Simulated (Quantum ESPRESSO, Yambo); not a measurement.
## Levels of theory for the gap of Ba2MoZnO6

Ba2MoZnO6 (space group Fm-3m, No. 225): one geometry, one set of PBEsol (Quantum ESPRESSO, PseudoDojo norm-conserving, 84 Ry, no spin-orbit coupling) orbitals, self-energies from Yambo (2×2×2 Γ-centred k mesh, bands 6 to 222 and a 7 Ry block in the screening, 222 bands in G with the Bruneval-Gonze terminator, plasmon pole fitted at 27.2 eV).

The geometry is that of Materials Project entry mp-1206097, symmetrised and not relaxed again.

```
level                                                        gap Γ → X (eV)  direct gap at X (eV)                   rough Yambo cost
-----------------------------------------------------------  --------------  --------------------  ---------------------------------
PBEsol (Quantum ESPRESSO)                                              2.15                  2.19                                  –
exchange only (Hartree-Fock self-energy on PBEsol orbitals)           12.46                 12.48               about 1/6 (6 states)
static COHSEX@PBEsol                                                   4.06                  4.09  within a factor of two (3 states)
G0W0@PBEsol, plasmon pole                                              3.46                  3.51                       1 (6 states)
G0W0@PBEsol, multipole fit to 8 frequencies, no terminator             3.49                  3.54  within a factor of two (3 states)
```

Bare exchange has no screening and gives the widest gap; static COHSEX screens it but leaves out the frequency dependence, which G0W0 restores.

Costs are rough ratios of core time on shared machines.

Nearest settings tried, and what they do to the gap: 151 bands in G: +10 meV; 151 bands in W, 151 bands in G: +47 meV; 6 Ry block (283 vectors against 331): -2 meV. Not varied: mesh. So the settings aren't converged at that level. Oxides, nitrides and fluorides with a shallow 3d shell are known to need far more bands and larger blocks. The k mesh is coarse.

Spin-orbit splittings are left out.

The structure is a Materials Project entry; no match was found in the copy of COD used, and its stability was not checked.
